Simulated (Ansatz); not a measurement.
## SnSe2 (CdI2 type): gap against strain (isotropic on every length)

SnSe2 in the CdI2-type structure, relaxed with r2SCAN+rVV10 in Ansatz, then strained (isotropic on every length; changes of length per length, axes as in the cell below) with the atoms relaxed again within the symmetry that is left. It is trigonal, P-3m1 (No. 164); a = 3.825 Å, c = 6.227 Å in the conventional setting, 26.30 Å³ an atom. Around Sn lie 6 Se at 2.71 Å; around Se lie 3 Sn at 2.71 Å. Spin-unpolarised throughout; all numbers are computed.

```
Sn Se
1.0
     3.82515    0.00000    0.00000
    -1.91257    3.31268    0.00000
     0.00000    0.00000    6.22708
Sn Se
1 2
Direct
  0.00000 0.00000 0.00000
  0.33333 0.66667 0.25308
  0.66667 0.33333 0.74692
```

Gaps are the least over each mesh (PBE 12×12×4, r2SCAN 12×12×4, HSE06 6×6×4 when unstrained) and the special points, which keep their unstrained names.

| strain (%) | gap, PBE (eV) | gap, r2SCAN (eV) | gap, HSE06 (eV) | edges, HSE06 |
| --- | --- | --- | --- | --- |
| -4.0 | 0.356 | 0.672 | 0.987 | (0, 0.133, -0.161) → (0, 0.443, 0.354) |
| -3.0 | 0.437 | 0.747 | 1.069 | (0, 0.138, -0.156) → (0, 0.448, 0.354) |
| -2.0 | 0.511 | 0.814 | 1.143 | (0, 0.143, -0.148) → (0, 0.451, 0.352) |
| -1.0 | 0.580 | 0.877 | 1.213 | (0, 0.148, -0.143) → (0, 0.453, 0.346) |
| 0.0 | 0.669 | 0.956 | 1.337 | Γ–K (0.25) → (1/2, 0, 0.350) |
| +1.0 | 0.657 | 0.938 | 1.332 | Γ–K (0.27) → (0, 0.461, 0.339) |
| +2.0 | 0.678 | 0.952 | 1.360 | Γ–K (0.27) → (0, 0.464, 1/3) |
| +4.0 | 0.651 | – | 1.361 | Γ–K (0.25) → Γ |

Q: Estimate the row for a strain of +3.0 %.

A:

| strain (%) | gap, PBE (eV) | gap, r2SCAN (eV) | gap, HSE06 (eV) | edges, HSE06 |
| --- | --- | --- | --- | --- |
| +3.0 | 0.690 | 0.959 | 1.380 | Γ–K (0.27) → (0, 0.466, 0.326) |

Between zero and the nearest strains the slope of the HSE06 gap against strain is +0.124 eV per percent for negative and -0.005 for positive strain.

Spin-orbit coupling is left out, which matters wherever the heavy atoms make up the band edges.

Where an edge lies off the special points, it is a point of the mesh or the k point where a search put PBE's edge or least direct gap, reused for the other functionals, whose own edges may lie a little apart.

The meshes of the hybrids are coarse, so their gaps aren't converged to the digits shown.
